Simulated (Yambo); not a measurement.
**Optical response of CsScS2O8**

```
CELL_PARAMETERS angstrom
      5.24677     0.00000     0.00000
     -2.62338     4.54384     0.00000
      0.00000     0.00000     8.87164
ATOMIC_POSITIONS crystal
  O  0.13768 0.36235 0.14419
  O  0.63765 0.77533 0.14419
  O  0.22467 0.86232 0.14419
  O  0.36235 0.13768 0.85581
  O  0.77533 0.63765 0.85581
  O  0.86232 0.22467 0.85581
  O  0.33333 0.66667 0.36684
  O  0.66667 0.33333 0.63316
  S  0.33333 0.66667 0.20246
  S  0.66667 0.33333 0.79754
  Sc 0.00000 0.00000 0.00000
  Cs 0.00000 0.00000 0.50000
```

Yambo, RPA with local fields on PBEsol bands shifted by a G0W0 scissor of 3.61 eV; 3×3×2 mesh, 164 bands, 3 Ry local-field block, 0.2 eV broadening; field along x.

```
E (eV)  Im ε  Re ε  Im ε, independent particles
------  ----  ----  ---------------------------
0.0     0.00  2.17                         0.00
0.4     0.00  2.18                         0.00
0.8     0.00  2.18                         0.00
1.1     0.00  2.18                         0.00
1.5     0.00  2.19                         0.00
1.9     0.01  2.20                         0.01
2.2     0.01  2.21                         0.01
2.6     0.01  2.22                         0.01
3.0     0.01  2.24                         0.01
3.4     0.01  2.25                         0.01
3.8     0.01  2.28                         0.01
4.1     0.01  2.30                         0.02
4.5     0.02  2.33                         0.02
4.9     0.02  2.37                         0.02
5.2     0.02  2.41                         0.03
5.6     0.03  2.46                         0.03
6.0     0.04  2.52                         0.04
6.4     0.05  2.60                         0.05
6.8     0.07  2.71                         0.07
7.1     0.10  2.86                         0.10
7.5     0.18  3.09                         0.18
7.9     0.46  3.50                         0.49
8.2     1.56  3.54                         1.69
8.6     1.66  2.21                         1.43
9.0     1.13  2.13                         0.98
9.4     0.68  2.20                         0.61
9.8     0.93  2.65                         0.93
10.1    1.17  2.38                         1.12
10.5    1.02  2.37                         0.98
10.9    1.02  2.36                         0.84
11.2    1.16  2.78                         1.02
11.6    1.74  2.41                         1.75
12.0    1.93  2.03                         2.09
12.4    1.48  1.69                         1.89
12.8    1.32  1.77                         1.90
13.1    1.33  1.91                         2.10
13.5    1.36  1.72                         2.16
13.9    1.26  1.73                         1.95
14.2    1.19  1.84                         1.75
14.6    1.40  1.94                         1.88
15.0    1.38  1.85                         1.76
15.4    1.49  2.02                         2.05
15.8    2.16  1.75                         2.90
16.1    1.85  1.14                         2.76
16.5    1.59  1.14                         2.56
16.9    1.45  1.08                         1.99
17.2    1.35  1.04                         2.01
17.6    1.19  1.02                         2.04
18.0    1.09  1.16                         2.22
18.4    1.16  1.30                         2.42
18.8    1.23  1.28                         2.41
19.1    1.25  1.19                         2.36
19.5    1.23  1.24                         2.36
19.9    1.19  1.26                         1.99
```

Structure narrower than a few tenths of an eV can come from the finite k mesh. Convergence of the RPA response with its 3×3×2 mesh was not tested. The scissor comes from a G0W0 run whose convergence isn't established. No excitonic effects at this level.

Geometry of the Materials Project entry, not relaxed at this level.

The structure is a Materials Project entry; no match was found in the copy of COD used, and its stability was not checked.
